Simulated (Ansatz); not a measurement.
## CuF (h-MgO type) from LDA to hybrids

All numbers come from the PAW code Ansatz. No spin polarisation. The prototype was imposed, so other structures may be more stable.

The cell is CuF (h-MgO type); cell and atoms were relaxed with r2SCAN. Space group P6_3/mmc (No. 194), hexagonal; conventional cell a = 3.509 Å, c = 5.083 Å, 13.55 Å³ an atom. Around Cu lie 3 F at 2.03 Å; around F lie 3 Cu at 2.03 Å.

```cif
data_structure
_symmetry_space_group_name_H-M 'P 1'
_symmetry_Int_Tables_number 1
_cell_length_a 3.5087
_cell_length_b 3.5087
_cell_length_c 5.0825
_cell_angle_alpha 90.000
_cell_angle_beta 90.000
_cell_angle_gamma 120.000
_cell_volume 54.19
loop_
_atom_site_label
_atom_site_type_symbol
_atom_site_fract_x
_atom_site_fract_y
_atom_site_fract_z
_atom_site_occupancy
Cu1 Cu 0.33333 0.66667 0.25000 1
Cu2 Cu 0.66667 0.33333 0.75000 1
F1 F 0.66667 0.33333 0.25000 1
F2 F 0.33333 0.66667 0.75000 1
```

Relaxed lattice by functional, symmetry kept:
```tsv
functional	k mesh	a (Å)	c (Å)	volume (Å³/atom)
PBE	12×12×6	3.536	5.515	14.93
r2SCAN	12×12×4	3.509	5.083	13.55
PBEsol	12×12×4	3.489	5.104	13.45
LDA	12×12×4	3.435	4.914	12.56
HSE06	6×6×4	3.531	5.460	14.74
```

On this one geometry the levels give:

| level | k mesh | gap (eV) | kind | edges | least direct gap (eV) | rough cost |
| --- | --- | --- | --- | --- | --- | --- |
| LDA | 12×12×6 | none (overlap 0.07) | – | – | – | 18 core-seconds |
| PBE | 12×12×6 | none (overlap 0.06) | – | – | – | 22 core-seconds |
| r2SCAN | 12×12×6 | none (overlap 0.04) | – | – | – | 40 core-seconds |
| HSE06 | 6×6×4 | 0.64 | direct | Γ | 0.64 | 7 core-minutes |

All runs use a smearing of 0.02 eV.
Wave cutoffs: 420 eV, 500 eV (r2SCAN).
Points off the special ones are mesh points or PBE's searched band edges, reused at the other levels.
Costs come from shared machines and give only the order; PBE's includes the band path.

With HSE06 the gap is 0.64 eV and direct, at Γ.

The levels disagree on the kind of gap: direct with HSE06; no gap with LDA, PBE, r2SCAN.

Gaps or overlaps of about a tenth of an eV are at the limit of these meshes: between the points read a gap can be smaller or closed.

The meshes of the hybrids are coarse, so their gaps aren't converged to the digits shown.
